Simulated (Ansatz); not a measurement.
Na2Te:
```
Na2Te
1.0
    0.00000     3.63933     3.63933
    3.63933     0.00000     3.63933
    3.63933     3.63933     0.00000
Na Te
2 1
Direct
  0.25000   0.25000   0.25000
  0.75000   0.75000   0.75000
  0.00000   0.00000   0.00000
```

Relaxed with r²SCAN.

Q: Give the Bader charges and basin volumes of the independent atoms, r²SCAN in the plane-wave PAW code Ansatz.

A: 

| atom | Bader charge (e) | Bader volume (Å³) |
|---|---|---|
| Na1 | +0.83 | 11.3 |
| Te3 | -1.65 | 71.9 |

Space group Fm-3m (anti-fluorite). The workflow started from a Materials Project entry (that database holds measured and hypothetical structures alike); the Crystallography Open Database files this formula in space group No. 225, but the cells were not matched. Whether it is the stable phase at ambient conditions was not checked. The r²SCAN relaxation kept the symmetry of its start; whether a distortion lowers the energy is not shown. Scalar-relativistic: spin–orbit coupling is off unless named, which matters more the heavier the elements.

Potentials: the later of the program's two PAW sets.
